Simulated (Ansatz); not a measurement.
All numbers below come from DFT PBE, scalar-relativistic, plane waves, PAW (Ansatz 0.2.0). All cells share a 420 eV cutoff and Γ-centred k meshes spaced at most about 0.3 Å⁻¹ (about 0.25 or finer for metals, 2π included). No spin polarisation in the final relaxations.

Temperature and zero-point effects are left out.

Compare these two cells of ZnCd3SO, each relaxed at this level.

A.

```xyz
6
Lattice="5.3669 0.0000 0.0000 0.0000 5.3669 0.0000 0.0000 0.0000 4.7995" Properties=species:S:1:pos:R:3 pbc="T T T"
Zn    0.0000    0.0000    2.3998
Cd    0.0000    2.6835    2.3998
Cd    2.6835    0.0000    2.3998
Cd    0.0000    0.0000    0.0000
S     2.6835    2.6835    2.3998
O     2.6835    2.6835    0.0000
```

B.

```xyz
6
Lattice="5.0993 0.0000 0.0000 -2.5497 4.4161 0.0000 0.0000 0.0000 8.9336" Properties=species:S:1:pos:R:3 pbc="T T T"
Zn    0.0000    0.0000    7.6407
Cd    0.0000    0.0000    1.3471
Cd    0.0000    2.9441    1.7390
Cd    2.5497    1.4720    1.7390
S     0.0000    0.0000    5.3269
O     0.0000    0.0000    3.7321
```

Question: Which is lower in energy, and by how much?

Answer: B is lower, by 177 meV/atom. A has space group P4/mmm (No. 123), 23.0 Å³/atom and no gap on its mesh; B has space group P6mm (No. 183), 33.5 Å³/atom and no gap. Counting O or S atoms around Cd and Zn (for each partner element, those within 1.25 times its shortest distance or 1.15 times the sum of covalent radii, where it is the nearest in units of that sum or under 1.3; the shortest distance is added where it exceeds 1.18 times the sum of covalent radii; a slash parts the counts of unlike sites), A has Zn 4 from 3.8 Å, Cd 2/8 from 4.5 Å and B has Zn 1, Cd 1/3 from 3.6 Å. The lower one is the more open, so pressure narrows the difference. Even the lower one lies +0.24 eV/atom against the reference forms of the elements (uncorrected), so neither is stable at this level. Both come from invented guesses. A third cell relaxed alike, in P4/mmm, lies 183 meV/atom below the lower of the two.

Cells relaxed within their symmetry can be saddle points.
